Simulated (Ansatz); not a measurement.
With the program Ansatz at the PBEsol level (PAW), SnMo2C in the hexagonal phase (P6_3/mmc; Sn on 2d, Mo on 4f, C on 2a) relaxes to a = 3.158 Å, c = 13.373 Å. Sn has 12 nearest neighbours from 2.90 Å (anticuboctahedral); C has 6 nearest neighbours from 2.12 Å (octahedral). Its formation energy from the elements is -0.062 eV/atom, with no fitted shifts.

Electronic character: metallic (no gap). Gap from PBEsol with spin–orbit coupling: none (metallic).

An equation-of-state fit gives a bulk modulus of 200 GPa. The relaxed-ion elastic constants in GPa are C11 = 286, C12 = 158, C13 = 147, C33 = 329, C44 = 54.0. The elastic constants imply a Debye temperature near 360 K.

The start of the workflow was typed in or built on a structure type; neither database checked (COD, Materials Project) lists it. Whether it is the stable phase at ambient conditions was not checked. The cell was relaxed with PBEsol under the symmetry of its start; its stability against distortions is not shown here. The run is not spin-polarised. As this level gives no gap, shear constants depend on the k-mesh and smearing (Fermi–Dirac, 0.1 eV here). The references are the lowest solids computed at this level, not always the standard phases. Spin–orbit coupling is left out wherever it is not named.

Potentials: the earlier of the program's two PAW sets. The files were generated under PBE; for other functionals the program regenerates the frozen cores, and for LDA and PBEsol the local potential too.
